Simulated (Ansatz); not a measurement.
Computed with DFT r2SCAN, scalar-relativistic, plane waves, PAW in Ansatz.

Structure of K:

```
K
1.0
    -2.66932    2.66932    2.66932
     2.66932   -2.66932    2.66932
     2.66932    2.66932   -2.66932
K
1
Direct
  0.00000 0.00000 0.00000
```

Cutoff 500 eV; k points 12×12×12 on the computed 1-atom cell (Γ-centred); Gaussian smearing, width 0.10 eV; no spin polarisation.

Levels along Γ–H–N–Γ–P–H | P–N, in eV from the Fermi level, sorted by energy at each point. Points in fractions of the primitive reciprocal vectors: Γ (0.000 0.000 0.000), H (0.500 -0.500 0.500), N (0.000 0.000 0.500), P (0.250 0.250 0.250).
```
point k (1/Å, with 2π) band 5  band 6  band 7  band 8
    Γ             0.000   -2.24    4.74    4.74    4.74
    -             0.168   -2.11    4.58    4.58    4.81
    -             0.336   -1.72    4.25    4.25    4.35
    -             0.504   -1.10    3.49    3.94    3.94
    -             0.672   -0.29    2.78    3.75    3.75
    -             0.841    0.62    2.25    3.68    3.68
    -             1.009    1.46    1.93    3.68    3.68
    H             1.177    1.82    1.82    3.69    3.69
    -             1.296    1.70    1.81    3.54    3.69
    -             1.415    1.45    1.71    3.35    3.66
    -             1.534    1.18    1.46    3.42    3.62
    -             1.653    0.95    1.13    3.58    3.76
    -             1.771    0.78    0.84    3.54    4.28
    -             1.890    0.65    0.68    3.51    4.92
    N             2.009    0.59    0.64    3.50    5.37
    -             2.128   -0.07    1.34    3.54    5.42
    -             2.247   -0.69    2.08    3.67    5.50
    -             2.366   -1.22    2.83    3.87    5.51
    -             2.485   -1.66    3.56    4.13    5.18
    -             2.604   -1.98    4.21    4.41    4.94
    -             2.723   -2.17    4.63    4.64    4.79
    Γ             2.841   -2.24    4.74    4.74    4.74
    -             2.987   -2.14    4.58    4.58    4.82
    -             3.133   -1.85    4.07    4.07    5.03
    -             3.278   -1.38    3.43    3.43    5.26
    -             3.424   -0.74    2.82    2.82    5.18
    -             3.569    0.02    2.29    2.29    4.57
    -             3.715    0.84    1.86    1.86    3.90
    P             3.861    1.55    1.55    1.55    3.58
    -             4.006    1.34    1.34    1.81    3.96
    -             4.152    1.25    1.25    1.84    4.78
    -             4.297    1.25    1.25    1.97    5.49
    -             4.443    1.36    1.36    2.29    4.91
    -             4.589    1.53    1.53    2.79    4.33
    -             4.734    1.73    1.73    3.38    3.88
    H             4.880    1.82    1.82    3.69    3.69
    P             4.880    1.55    1.55    1.55    3.58
    -             4.964    1.31    1.47    1.83    3.70
    -             5.048    1.10    1.28    2.14    4.02
    -             5.132    0.94    1.06    2.47    4.44
    -             5.216    0.81    0.87    2.82    4.87
    -             5.300    0.71    0.72    3.15    5.19
    -             5.384    0.62    0.66    3.40    5.34
    N             5.468    0.59    0.64    3.50    5.37
```

Cost: 1 run of about 0.67 core-minutes, on Arm Neoverse V2 (shared hosts).